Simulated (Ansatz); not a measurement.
Ansatz input

```yaml
crystal:
  lattice:
    - [2.7441189297, 0.0, 0.0]
    - [0.0, 2.7441189297, 0.0]
    - [0.0, 0.0, 2.7441189297]
  atoms:
    - { symbol: Nb, position: [0.0, 0.0, 0.0], spin: 1.0 }
hamiltonian:
  xc: mr2scan
  pseudopotentials:
    kind: paw
    azcp:
      Nb: "pseudopotentials/Nb.paw.azcp"
basis:
  ecutwfc: 500
  fft_grid_basis: typed
kpoints:
  mp_grid: { grid: [19, 19, 19], shift: [0, 0, 0] }
magnetization:
  spin_polarized: true
scf:
  occupations: { method: fermi_dirac, width: 0.05 }
output:
  stress: true
```

Terminal output

```
Engine: ansatz 0.2.0, x86_64-unknown-linux-gnu
Pseudopotentials: kind: paw
Pseudopotential: Nb, paw, valence charge 13, recommended cutoff 500 eV (meta_gga) 
Functional definition: m-r2SCAN
  exchange = m_r2scan_x
  correlation = m_r2scan_c
Crystal: 1 atoms, lattice volume = 20.664 Å³
Basis set: ecut = 500 eV, 515 PW (Γ), exchange–correlation on 96×96×96 points (64 copies of the dense FFT grid, shifted against one another)
Bands: 11, of which v1, the nominal top of the filled ones, is band 7 counted from 1 (6 counted from 0)
Symmetry: 48 space group operations
Space group: Pm-3m (ITA 221), of the structure as read, at distance tolerance 2.7e-5 Å
Magnetic group: BNS 221.92 (UNI 1594), of the structure as read, at distance tolerance 2.7e-5 Å
k-points: 220 of 6859
Non-local potential: Nb, projectors of the file, l = 0: 3, l = 1: 2, l = 2: 2, l = 3: 1
PAW form: soft (Blöchl's): semilocal exchange-correlation on the pseudo side does not see the compensation charge
PAW frozen core: Nb, regenerated for the run's functional (the file was generated under x = pbe(κ = 0.804, μ = 0.2195149727645171), c = pbe(β = 0.06672455060314922))
PAW one-centre angular grid: Nb, 590 points (default); XC on 160 Gauss nodes
Initial density: superposition of atomic densities (chi_scale 0.1, normalization cell)
Starting moments: Σ|m| = 1 μB on 1 of 1 site
Initial wavefunctions: pseudopotential atomic-orbital guess
Functional: x = mr2scan, c = mr2scan; τ floored in thin density (d = 2e-4 eV/Å³)
SCF iter   1: F=—  HF=-4562.649332 eV  |F-HF|=—  |Δ(HF+E_count)|=         —  Δρ=4.46e-2 (↑4.46e-2 ↓2.32e-2)  dr2=9.18e-1  dr2_τ=1.18e-2  dr2_m=4.97e-2  M=0.560 μB ∫|m|=0.560 μB  β_m=0.68  ethr=3.10e-3  ⟨swp⟩=5.5  Hψ=28736  notcnv=0
Mixer restart at iter 1: flushing history
SCF iter   2: F=—  HF=-4562.544133 eV  |F-HF|=—  |Δ(HF+E_count)|=   1.05e-1  Δρ=2.92e-2 (↑2.92e-2 ↓2.04e-2)  dr2=5.01e-1  dr2_τ=2.82e-3  dr2_m=1.08e-2  M=0.471 μB ∫|m|=0.471 μB  β_m=0.30  ethr=3.10e-3  ⟨swp⟩=2.0  Hψ=10145  notcnv=0  defer=59  κ⁻¹=1.0e0(r=1)
SCF iter   3: F=—  HF=-4562.540248 eV  |F-HF|=—  |Δ(HF+E_count)|=   3.89e-3  Δρ=1.22e-2 (↑7.05e-3 ↓1.22e-2)  dr2=3.44e-2  dr2_τ=5.87e-4  dr2_m=5.95e-3  M=0.254 μB ∫|m|=0.254 μB  β_m=0.30  ethr=3.10e-3  ⟨swp⟩=2.6  Hψ=9215  notcnv=0  defer=59  κ⁻¹=4.0e-2(r=2)
SCF iter   4: F=—  HF=-4562.600420 eV  |F-HF|=—  |Δ(HF+E_count)|=         —  Δρ=6.32e-3 (↑4.66e-3 ↓6.32e-3)  dr2=6.45e-3  dr2_τ=7.18e-4  dr2_m=2.23e-3  M=0.060 μB ∫|m|=0.065 μB  β_m=0.54  ethr=2.65e-4  ⟨swp⟩=2.7  Hψ=10089  notcnv=0  defer=65
Mixer restart at iter 4: flushing history
SCF iter   5: F=—  HF=-4562.601262 eV  |F-HF|=—  |Δ(HF+E_count)|=   8.42e-4  Δρ=4.23e-3 (↑3.09e-3 ↓4.23e-3)  dr2=3.22e-3  dr2_τ=9.54e-5  dr2_m=7.78e-4  M=0.051 μB ∫|m|=0.052 μB  β_m=1.00  ethr=4.96e-5  ⟨swp⟩=1.5  Hψ=6006  notcnv=0  defer=64  κ⁻¹=1.0e0(r=1)
SCF iter   6: F=—  HF=-4562.602143 eV  |F-HF|=—  |Δ(HF+E_count)|=   8.81e-4  Δρ=1.64e-3 (↑1.34e-3 ↓1.64e-3)  dr2=4.58e-4  dr2_τ=2.76e-5  dr2_m=1.46e-4  M=0.009 μB ∫|m|=0.011 μB  β_m=0.30  ethr=2.48e-5  ⟨swp⟩=2.2  Hψ=8058  notcnv=0  defer=62  κ⁻¹=1.9e-1(r=2)
...
SCF iter  18: F=—  HF=-4562.601747 eV  |F-HF|=—  |Δ(HF+E_count)|=  1.82e-11  Δρ=3.72e-7 (↑3.72e-7 ↓3.61e-7)  dr2=1.80e-13  dr2_τ=3.55e-12  dr2_m=2.54e-11  M=-0.000 μB ∫|m|=0.000 μB  β_m=1.00  ethr=1.00e-12  ⟨swp⟩=1.0  Hψ=6600  notcnv=0  κ⁻¹=9.7e-8(r=8)
SCF iter  19: F=—  HF=-4562.601747 eV  |F-HF|=—  |Δ(HF+E_count)|=  1.36e-11  Δρ=4.01e-7 (↑4.01e-7 ↓3.86e-7)  dr2=2.12e-13  dr2_τ=4.09e-12  dr2_m=2.92e-11  M=-0.000 μB ∫|m|=0.000 μB  β_m=1.00  ethr=1.00e-12  ⟨swp⟩=1.0  Hψ=6600  notcnv=0  κ⁻¹=8.0e-7(r=8)
SCF iter  20: F=-4562.601747 eV  HF=-4562.601747 eV  |F-HF|=2.36e-11  |Δ(HF+E_count)|=  6.09e-11  Δρ=2.66e-7 (↑2.66e-7 ↓2.54e-7)  dr2=1.58e-13  dr2_τ=1.75e-12  dr2_m=1.28e-11  M=-0.000 μB ∫|m|=0.000 μB  ethr=1.00e-12  ⟨swp⟩=1.5  Hψ=6972  notcnv=0
SCF 1 converged in 20 iterations: F = -4562.601747 eV  dr2 = 1.58e-13
WARN: the starting moments were not kept: the SCF closed with an absolute magnetisation of 1.8e-5 μB, where they sum to 1 μB in size (1 site). That is at most 0.1 of that sum. Measured as dr2_m measures the in/out step, that magnetisation stands 5.4e-11 eV from none, at or under the dr2_threshold of 1.0e-7 eV: it is no larger than a step whose dr2_m would equal this threshold. The system may hold no moment; this SCF shows only that its start led to no more than that. To try another start: raise the starting moments (crystal.atoms[].spin, magnetization.per_species, magnetization.initial_magnetization, or on a non-collinear deck that types none of these the spinor_matrix: blocks that start its atoms; where the total moment is fixed, keep their sum and leave initial_magnetization as it is; typed ones take the place of any that the run laid by itself, positive ones on a crystal's lanthanoids without a Hubbard term where scf.initial_density.shell_occupations: [] is typed) or, if the notice of its spin-set hold's release reads "site moments contracting" or "site moments show no strong build", lengthen the hold (scf.mixing.spin_hold: { on: { confirm: 4 } }; for m-r²SCAN on two components see the key's manual first). Each may lead to a state that holds a moment. A second SCF, from the converged charge density, with the starting moments and any scf.initial_density.shell_occupations laid on it anew, would have followed, and was not run: the deck does not ask for one (magnetization.retry_lost_moments is false, the default). To let it run, set magnetization.retry_lost_moments: true and run the deck again, where that key's refused combinations let it; where memory then withholds it, that run's warning says so.
this state was not tested for a lower state beside it, because the mixer in use, unlike msr1, does not test its closes by its own steps (another_mixer; see scf.mixing.algorithm and scf.lower_state_search)
SCF converged after 20 iterations
Magnetization: -0.0000 μB (6.5000 up, 6.5000 down)
Absolute magnetization: 0.0000 μB (∫|ρ↑−ρ↓|, with the PAW one-centre terms)
Spin contamination: 0.0000 ħ² per cell (⟨S²⟩ above its minimum at these occupations)
Per-site moments (μB) at R_I (Å): [(-1.0843347827906036e-5, 1.1319490585012502)]
Free energy (F): -4562.601747 eV
Harris-Foulkes:  -4562.601747 eV  (|F-HF|=2.36e-11)
Internal energy: -4562.589207 eV  (E = F + TS)
E sigma→0 (E₀):  -4562.595477 eV
Entropy (-TS):   -0.012540 eV (-12.540 meV/atom)
Fermi energy:    15.183185 eV
--- Per-component energies (eV) ---
  E_band       = -113.872038
  E_kinetic    = 392.914420
  E_local      = -819.574237  (includes V_loc(G=0)·N_el)
  E_nonlocal   = 121.205837
  E_hartree    = 260.385903
  E_xc         = -168.529936
  E_vxc        = -235.210648  (∫ρ·V_xc dr)
  E_paw        = -3090.712414  (= ΣΔE_a)
  E_vpaw       = -108.909034  (= ΣTr[D̂ρ^β])
  E_aug_tail   = 0.000004  (compensation charges beyond the density's cutoff)
  E_vtau       = 14.929821  (kinetic-family band-sum trace: ∫τ·v_τ [+ j·A + Jᵃ·Aᵃ] dr)
  E_ewald      = -1258.086353
  E_core_change = -0.192431  (= ΣΔE_core)
  E_smearing   = -0.012540  (= −TS)
  E_closure    = 0.000000  (closes the sum)
  Σ components = -4562.601747   (vs F -4562.601747, Δ=0.00e0)
--- Stress (GPa, compression-positive) ---
       -4.865734       0.000000       0.000000
       -0.000000      -4.865734       0.000000
        0.000000       0.000000      -4.865734
  P = ⅓ Tr σ = -4.8657 GPa (-48.657 kbar)
```
